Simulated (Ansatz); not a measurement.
The start is a generated cell, W built in the fcc structure type. Cell shape, volume and atoms are optimised at zero target pressure with r2SCAN (plane waves to 500 eV, PAW, scalar-relativistic; Ansatz, an electronic-structure program). First-step values are on the input's coarse k-mesh.

Ansatz input (later rounds restart from its end on a renewed k-mesh):
Ansatz 0.2 input:
```yaml
crystal:
  lattice:
    - [0, 1.990675, 1.990675]
    - [1.990675, 0, 1.990675]
    - [1.990675, 1.990675, 0]
  atoms:
    - { symbol: W, position: [0, 0, 0] }
basis: { ecutwfc: 500, ecutrho_ratio: 4, xc_grid: 4, fft_grid_basis: typed }
kpoints: { mp_grid: { grid: [14, 14, 14] } }
hamiltonian:
  xc: r2scan
  dispersion: none
  pseudopotentials: { azcp: { folder: ./paw }, kind: paw }
scf: { occupations: { method: fermi_dirac, width: 0.05 } }
relax: { f_tol: 0.01, max_steps: 100, cell: { stress_tol: 0.02 } }
output: { forces: true, stress: true }
```

```yaml
initial_pressure: "+8.6 GPa (positive: the cell is compressed)"
outcome: The space group stays Fm-3m (No. 225) (the run could not lower it); the end is fcc (Cu type), with 1 atom in the primitive cell
volume_change: +2.8 %, from 15.78 to 16.22 Å³/atom
band_gap_at_the_end: zero (metallic)
optimiser_moves: 5
```

Final structure:

```cif
data_W4
_chemical_formula_sum 'W4'
_space_group_name_H-M_alt 'Fm-3m'
_space_group_IT_number 225
_space_group_name_Hall '-F 4 2 3'
_cell_length_a 4.01790
_cell_length_b 4.01790
_cell_length_c 4.01790
_cell_angle_alpha 90.000
_cell_angle_beta 90.000
_cell_angle_gamma 90.000
loop_
_atom_site_label
_atom_site_type_symbol
_atom_site_symmetry_multiplicity
_atom_site_Wyckoff_symbol
_atom_site_fract_x
_atom_site_fract_y
_atom_site_fract_z
_atom_site_occupancy
W1 W 4 a 0.00000 0.00000 0.00000 1
```
(The calculation used a cell of 1 atom; values per cell refer to that cell.)

Final values are on a 20×20×20 k-mesh of the relaxed cell. No spin polarisation in the result.

The run could not lose the symmetry of its start: the end is stationary, and may be a saddle point rather than a minimum.

The relaxed structure here is a generated cell of W: the first start was made by placing the elements on the sites of a structure type, and the end was not matched to a known phase here, so it may be hypothetical. Known forms of W include space group No. 229.
